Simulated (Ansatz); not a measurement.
TePt:
```
CELL_PARAMETERS angstrom
      3.39187     0.00000     0.00000
      0.00000     3.39187     0.00000
      0.00000     0.00000     3.39187
ATOMIC_POSITIONS crystal
  Pt 0.00000 0.00000 0.00000
  Te 0.50000 0.50000 0.50000
```

Relaxed with PBEsol. Special points in fractions of this cell's reciprocal vectors: Γ (0.000, 0.000, 0.000); X (0.000, 0.500, 0.000); M (0.500, 0.500, 0.000); R (0.500, 0.500, 0.500).

Q: List the band energies nearest the Fermi level at these points for the program Ansatz at the PBEsol level (PAW).

A: In eV from the Fermi level; about four levels below and three above (degenerate sets whole), none deeper than 8.9 eV; points with the same levels are listed once.

```
k                                below           above
-  -----------------------------------  --------------
Γ  -2.61 -2.61 -2.61 -1.37 -1.37 -1.37  0.68 7.00 7.00
X        -4.38 -4.38 -4.18 -2.55 -1.68  2.68 2.68 4.78
M        -3.32 -3.32 -1.95 -1.71 -0.39  0.93 8.07 8.07
R        -7.01 -7.01 -7.01 -1.66 -1.66  0.93 0.93 0.93
```

Space group Pm-3m (CsCl type). The start of the workflow was typed in or built on a structure type; neither database checked (COD, Materials Project) lists it. COD files the formula under space group No. 166, 194. Whether it is the stable phase at ambient conditions was not checked. The PBEsol relaxation kept the symmetry of its start; whether a distortion lowers the energy is not shown. The run is not spin-polarised. Scalar-relativistic: spin–orbit coupling is off unless named, which matters more the heavier the elements.

Potentials: the earlier of the program's two PAW sets. The files were generated under PBE; for other functionals the program regenerates the frozen cores, and for LDA and PBEsol the local potential too.
